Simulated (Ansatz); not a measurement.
Data:

SnSe$_{2}$:
Space group P6₃/mmc (No. 194); a = 3.8992 Å, b = 3.8992 Å, c = 11.6798 Å, α = 90.00°, β = 90.00°, γ = 120.00°

```tsv
atom	site	symmetry	x	y	z
Sn	2c	-6m2	0.3333	0.6667	0.2500
Se	4f	3m.	0.6667	0.3333	0.1011
```

This is the PBE-relaxed structure.

Question: All from PBE in the plane-wave PAW code Ansatz, unless another level is named. Estimate the electronic character.

Answer: metallic (no gap).

Question: Give the formation energy from the elements (no fitted shifts).

Answer: -0.11 eV/atom.

Question: Give the density of states at the Fermi level.

Answer: 0.42 states/eV per atom (mean over ±0.08 eV).

Space group P6_3/mmc. A made-up cell: these elements were put on the sites of a structure type; neither database checked (COD, Materials Project) lists it. COD files the formula under space group No. 164, 217, so this cell is another polymorph or a model. Its standing as an ambient phase is unchecked. The PBE relaxation kept the symmetry of its start; whether a distortion lowers the energy is not shown. A crystal of weakly bound layers computed without a dispersion correction: the cell and the soft elastic constants depend strongly on that. The references are the lowest solids computed at this level, not always the standard phases. Spin–orbit coupling is left out wherever it is not named.

Potentials: the later of the program's two PAW sets.
